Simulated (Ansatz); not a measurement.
Clean, relaxed (001) surface of Al, space group P6_3/mmc (No. 194) (top face towards +c; atoms held fixed, by place in the list: 1, 2, 3, 4):

```
CELL_PARAMETERS angstrom
2.83628 0.00000 0.00000
-1.41814 2.45629 0.00000
0.00000 0.00000 33.31376
ATOMIC_POSITIONS crystal
Al 0.33333 0.66667 0.25515
Al 0.00000 0.00000 0.32511
Al 0.66667 0.33333 0.39506
Al 0.00000 0.00000 0.46502
Al 0.33333 0.66667 0.53442
Al 0.00000 0.00000 0.60468
Al 0.66667 0.33333 0.67502
Al 0.00000 0.00000 0.74640
```

Computed with Ansatz 0.2.0, DFT PBEsol, scalar-relativistic, plane waves, PAW. Plane waves to 420 eV, a k mesh through Γ of 12×12×1 on the computed 8-atom cell and Gaussian smearing (0.10 eV); no spin polarisation. A dipole correction removes the field between periodic images along c.

H (atom) is adsorbed on the top face, one adsorbate per 7.0 Å², and relaxed from 3 starting sites (fractions of a and b). The adsorption energy is E(slab + adsorbate) − E(slab) − E(free adsorbate, spin-polarised where open-shell). Heights count from the highest slab atom after relaxation. Δφ is the top face's. Δp counts per cell along +c. Bonded neighbours lie within 1.25 times the sum of covalent radii (1.35 for H) and, on that scale, within 12 % of the closest. With the adsorbate the cell is lengthened along c to keep the vacuum.

```
                                                       start ends at E_ads (eV) height (Å) shortest contact  Δφ (eV)  Δp (e·Å)
                                    top (Al) at (0.00, 0.00) (0.00, 0.00), 1 bonded neighbour (Al)       -1.92        1.61       H–Al 1.61 Å    +1.59    -0.065
hollow (Al-Al-Al) at (0.33, 0.67), 1.0 Å under the top layer (0.33, 0.67), 0 bonded neighbours       -1.76       -1.40       H–Al 2.08 Å    -0.30    +0.007
                              bridge (Al-Al) at (0.50, 0.00) (0.35, 0.70), 3 bonded neighbours (Al)       -2.14        1.00       H–Al 1.92 Å    -0.40    +0.012
```

Among the sites tried, the lowest end comes from the bridge (Al-Al) at (0.50, 0.00) start; other sites may lie lower.

Each end is the local minimum or symmetric point that its start leads to. This isn't the usual crystal structure of Al.

For at least one of the starts the bottom face's work function also shifts by over 0.1 eV: the slab is too thin to screen the adsorbate, so the work functions aren't converged with thickness.

The adsorbed runs have no spin polarisation, so weakly bound open-shell ends lie too high.